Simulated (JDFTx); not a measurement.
Part of a log of JDFTx (a modified build) for hexafluoropropene, C3F6 (SMILES FC(F)=C(F)C(F)(F)F), charge 0, multiplicity 1 (PBE, GBRV ultrasoft potentials, plane waves to 20/100 Ha):

```
unit cell volume = 8685.11
Chosen fftbox size, S = [  108  96  84  ]
unit cell volume = 8685.11
Chosen fftbox size, S = [  96  84  80  ]
  'F' pseudopotential, 'SLA  PW   PBX  PBC' functional
  7 valence electrons, 2 orbitals, 4 projectors, 799 radial grid points, with lMax = 1
  'C' pseudopotential, 'SLA  PW   PBE  PBE' functional
  4 valence electrons, 2 orbitals, 4 projectors, 721 radial grid points, with lMax = 1
Initialized 2 species with 9 total atoms.
Folded 1 k-points by 1x1x1 to 1 k-points.
nElectrons:  54.000000   nBands: 27   nStates: 1
average nbasis = 37109.000 , ideal nbasis = 37103.437
Correction to mu due to finite nuclear width = -0.00616905
   Cavity determined by nc: 0.0007 and sigma: 0.6
[...]
	Linear fluid (dielectric constant: 78.4) occupying 0.904741 of unit cell:	Completed after 32 iterations
[... later lines of the fluid solver are left out ...]
ElecMinimize: Iter:   0  Etot: -162.938745731147236  |grad|_K:  2.546e-05  alpha:  1.000e+00
ElecMinimize: Iter:   1  Etot: -162.939224288862960  |grad|_K:  1.325e-05  alpha:  7.373e-01  linmin: -1.620e-04
[... lines cut ...]
ElecMinimize: Iter:   6  Etot: -162.939382101032663  |grad|_K:  5.344e-07  alpha:  7.245e-01  linmin: -4.093e-03
ElecMinimize: Iter:   7  Etot: -162.939382333730464  |grad|_K:  2.962e-07  alpha:  8.091e-01  linmin: -1.335e-02
ElecMinimize: Iter:   8  Etot: -162.939382407983317  |grad|_K:  1.875e-07  alpha:  8.354e-01  linmin: -2.055e-06
ElecMinimize: Iter:   9  Etot: -162.939382414105239  |grad|_K:  1.705e-07  alpha:  4.718e-01  linmin: -1.759e-01
ElecMinimize: Converged (|Delta Etot|<1.000000e-07 for 2 iters).

# Energy components:
   A_diel =       -0.0090211203196873
   Eewald =       89.2786776371749653
       EH =      228.7624162508407437
     Eloc =     -534.2710027644724278
      Enl =       23.2641882542930851
      Exc =      -33.3463693530619594
 Exc_core =        0.1010273895942907
       KE =       63.2807012918457161
-------------------------------------
     Etot =     -162.9393824141052391
```

Q: Which solvation model was used?
(A) SCCS (anion parameters)
(B) SaLSA
(C) linear PCM without cavity terms (LA12)
(D) SCCS (cation parameters)

A: C, linear PCM without cavity terms (LA12). The liquid was water (dielectric constant 78.4), no salt.
